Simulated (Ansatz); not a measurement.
A geometry of Cs$_{2}$P$_{3}$ away from equilibrium: step 3 of the relaxation of a relaxed Cs2P3 cell shaken by Gaussian noise of σ = 0.08 Å a coordinate. Level of theory: r2SCAN (plane waves to 500 eV, PAW, scalar-relativistic; Ansatz, a first-principles code). Γ-centred k-mesh 3×3×6 on the run's cell (coarser than for final values), Fermi–Dirac smearing 0.05 eV.

```xyz
10
Lattice="10.1514 -0.0053 -0.0100 -0.0053 10.1334 0.0115 -0.0036 0.0042 3.7085" Properties=species:S:1:pos:R:3:forces:R:3 pbc="T T T" free_energy=-27296.779 pressure_GPa=0.1
P      5.0016     4.9961     0.2326   -0.0162   -0.0106    0.1013
P     -0.1195    -0.0524     0.3710    0.0151   -0.0142    0.1738
P      5.7192     0.6771     1.7648    0.4741    0.4725   -0.0186
P      0.6401     4.3643     1.7891    0.0293    0.0026   -0.0545
P      9.4231     5.7429     1.7350   -0.0156    0.0142    0.0232
P      4.3485     9.4538     1.7861   -0.4544   -0.4819   -0.0292
Cs     7.8994     2.8323    -0.1146    0.0053    0.0080   -0.0428
Cs     2.7737     2.1435    -0.0656   -0.0234    0.0191   -0.0593
Cs     7.2088     7.8719    -0.0975    0.0073   -0.0041   -0.0497
Cs     2.1694     7.2709    -0.0895   -0.0216   -0.0056   -0.0442
```

Positions in Å, forces in eV/Å, free energy of the cell in eV (comparable only within this code, potentials and settings). Largest force: 0.67 eV/Å, on P3, P6 (atoms numbered as listed); the geometry lies 0.67 eV/atom above the end of its relaxation.

No spin polarisation in the result.

The end of the path is a generated cell of Cs2P3: the first start was made by placing the elements on the sites of a structure type, and the end was not matched to a known phase here, so it may be hypothetical.
